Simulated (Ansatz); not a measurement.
## Sn (beta-Sn type, space group I4_1/amd), frozen-phonon scan

Starting cell, Sn (beta-Sn type, space group I4_1/amd):

```
Sn
1.0
   -5.94700     5.94700     3.21230
    0.00000     0.00000     3.21230
    0.00000     5.94700     0.00000
Sn
4
Direct
  0.00000   0.25000   0.50000
  0.50000   0.25000   0.50000
  0.00000   0.00000   0.00000
  0.50000   0.00000   0.00000
```

A phonon eigenvector at M = (0.5, 0.5, 0.5) is frozen into this cell: atom i moves by Q times the vector below, so Q is the largest atomic displacement, in Å. The cell is held. It is one choice among 2 degenerate patterns. (q is in reciprocal vectors of the primitive cell; the cell shown is doubled to hold the pattern.)

```json
[
 {"atom": "Sn1", "x": "0.000", "y": "0.000", "z": "-1.000"},
 {"atom": "Sn2", "x": "0.000", "y": "0.000", "z": "1.000"},
 {"atom": "Sn3", "x": "0.000", "y": "0.000", "z": "-0.324"},
 {"atom": "Sn4", "x": "0.000", "y": "0.000", "z": "0.324"}
]
```

These are PBE (plane waves to 420 eV, PAW, scalar-relativistic; Ansatz, a first-principles code) values and carry that method's errors. k mesh 16×16×16 (Γ-centred), Fermi-Dirac smearing 0.05 eV. Energies are smeared free energies. With partly filled bands, energies and forces of such displacements shift with the k mesh and the smearing. Sn was relaxed with its symmetry unable to fall. ΔE is measured from the undisplaced structure.

```
Q (Å)   ΔE (meV/cell)  −dE/dQ from forces (eV/Å)
------  -------------  -------------------------
-0.180           21.6                      0.224
-0.150           15.3                      0.195
-0.120            9.9                      0.161
-0.090            5.7                      0.124
-0.060            2.5                      0.084
-0.030            0.6                      0.042
0.000             0.0                      0.000
0.030             0.6                     -0.042
0.060             2.5                     -0.084
0.090             5.7                     -0.124
0.120             9.9                     -0.161
0.150            15.3                     -0.195
0.180            21.6                     -0.224
```

Key numbers:

- Energy at Q = 0.180 Å = 21.6 meV/cell
- Space group of the distorted cell = Pmm2 (No. 25), lowered from I4_1/amd
- Symmetry of the curve = even: the same for both signs
- Shape of the curve = a single well with its minimum at or next to zero displacement
- Harmonic wavenumber from the curvature (finite differences) = 38 cm⁻¹
- Wavenumber by perturbation theory (DFPT, on another k mesh) = 38 cm⁻¹

The 13 points together took about 70 core-minutes (a rough figure).

(For displaced atoms, the force is minus the slope of the energy, and its curvature is a force constant, which sets phonon frequencies.)
